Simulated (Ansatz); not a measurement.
Two inputs for SiO2

Cell: an entry of the Crystallography Open Database (COD), taken as it stands.

```
Si O
1.0
     4.95700    0.00000    0.00000
     0.00000    4.95700    0.00000
     0.00000    0.00000    6.89030
Si O
4 8
Direct
  0.30470 0.30470 0.00000
  0.19530 0.80470 0.25000
  0.69530 0.69530 0.50000
  0.80470 0.19530 0.75000
  0.23810 0.11090 0.18260
  0.38910 0.73810 0.43260
  0.76190 0.88910 0.68260
  0.61090 0.26190 0.93260
  0.73810 0.38910 0.56740
  0.88910 0.76190 0.31740
  0.26190 0.61090 0.06740
  0.11090 0.23810 0.81740
```

Sites (sets of like atoms) are named by element and the number of their first atom in this list.

Reference run. The numbers come from a DFT calculation in Ansatz (PBE, plane waves and PAW (field gradients read without the response of the frozen cores, which leaves them typically 4 to 6 % off), scalar-relativistic, 420 eV cutoff, Γ-centred 4×4×3 k-points, Fermi–Dirac smearing 0.02 eV).

**Question.** The input is changed as follows: `hamiltonian.hubbard`: not typed → {sites: [{species: Si, l: p, u_eff: 40.0}]}; `scf.max_iter`: not typed → 60. What happens to V_zz (10²¹ V/m²) and η?

**Answer.** 

| site | atom | V_zz reference | η reference | V_zz changed | η changed |
| --- | --- | --- | --- | --- | --- |
| Si | 1 | -0.73 | 0.90 | -0.61 | 0.33 |
| O | 5 | 9.44 | 0.17 | 9.75 | 0.35 |

The largest change of V_zz is on O, from 9.44 to 9.75. In per cent, |V_zz| changes by -16 on Si, +3 on O (all sites that start above 0.5). Where |V_zz| stays above 0.1, η moves most on Si, from 0.90 to 0.33. At these positions the changed run has forces up to 1.1 eV/Å, so its atoms aren't at their own equilibrium. Its pressure is 21 GPa, against 6 GPa in the reference run. SCF iterations: 6 and 8. The changed input holds an enormous U, so its numbers aren't properties of the crystal.

On the reference run: The calculated pressure of 6 GPa (PBE) comes largely from the unrelaxed atoms: it is 1.4 GPa once they are relaxed in the same cell. The largest force is 0.5 eV/Å, so the atoms aren't at the calculated equilibrium and relaxing them would move these values.
